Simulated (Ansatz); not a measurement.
One crystal and one scan (frozen-phonon scan) at two levels, PBE (plane waves to 420 eV, PAW, scalar-relativistic; Ansatz, an electronic-structure program) and r2SCAN (plane waves to 500 eV, PAW, scalar-relativistic; Ansatz), each from its own relaxed cell and on its own mesh. The cell shown is that of PBE.

Starting cell, BAs (zinc blende):

```xyz
4
Lattice="0.0000 4.8093 4.8093 2.4047 0.0000 2.4047 2.4047 2.4047 0.0000" Properties=species:S:1:pos:R:3 pbc="T T T"
As     3.6070     3.6070     3.6070
As     3.6070     6.0117     6.0117
B      0.0000     0.0000     0.0000
B      2.4047     2.4047     4.8093
```

A phonon eigenvector at L = (0.5, 0.0, 0.0) is frozen into this cell: atom i moves by Q times the vector below, so Q is the largest atomic displacement, in Å. The cell is held. It is one choice among 2 degenerate patterns. (q is in reciprocal vectors of the primitive cell; the cell shown is doubled to hold the pattern.)

```csv
atom,x,y,z
As1,-0.036,0.066,-0.102
As2,0.036,-0.066,0.102
B3,-0.285,0.520,-0.805
B4,0.285,-0.520,0.805
```

BAs was relaxed with its symmetry unable to fall. Percentages come from the unrounded values.

Results of PBE:

- Lattice constant a (Å): 4.809
- Harmonic wavenumber from the curvature (finite differences) (cm⁻¹ (negative: imaginary)): 650
- Shape of the curve: a single well with its minimum at or next to zero displacement

Estimate the r2SCAN values.


```json
[
 {"quantity": "Lattice constant a (Å)", "r2SCAN": "4.784", "PBE − r2SCAN": "+0.025 (+0.5 %)"},
 {"quantity": "Harmonic wavenumber from the curvature (finite differences) (cm⁻¹ (negative: imaginary))", "r2SCAN": "669", "PBE − r2SCAN": "-19 (-2.7 %)"}
]
```

PBE gives the higher value for: lattice constant a. PBE gives the lower value for: harmonic wavenumber from the curvature. Both give the same shape of the curve: a single well with its minimum at or next to zero displacement.

(A displaced cell: forces are minus the slopes of the energy, force constants its curvatures, and phonons follow from these.)
